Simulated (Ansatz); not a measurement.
Data:

TaP:
Space group P-6m2 (No. 187); a = b = 3.2826 Å, c = 3.3170 Å, α = β = 90.00°, γ = 120.00°

| atom | site | symmetry | x | y | z |
|---|---|---|---|---|---|
| Ta | 1e | -6m2 | 0.6667 | 0.3333 | 0.0000 |
| P | 1b | -6m2 | 0.0000 | 0.0000 | 0.5000 |

This is the PBEsol-relaxed structure.

Q: All from the program Ansatz at the PBEsol level (PAW), unless another level is named. Give the electronic character.

A: metallic (no gap).

Q: Predict the formation energy from the elements (no fitted shifts).

A: -1.03 eV/atom.

Q: Predict the density of states at the Fermi level.

A: 0.14 states/eV per atom (mean over ±0.08 eV).

Q: Next, the gap with spin–orbit coupling?

A: none (metallic).

The first step of the workflow began from a Materials Project structure, measured or hypothetical; the Crystallography Open Database copy checked does not list it. COD files the formula under space group No. 141. Whether it is the stable phase at ambient conditions was not checked. The cell was relaxed with PBEsol under the symmetry of its start; its stability against distortions is not shown here. The run is not spin-polarised. The references are the lowest solids computed at this level, not always the standard phases. Spin–orbit coupling is left out wherever it is not named.

Potentials: the earlier of the program's two PAW sets. The files were generated under PBE; for other functionals the program regenerates the frozen cores, and for LDA and PBEsol the local potential too.
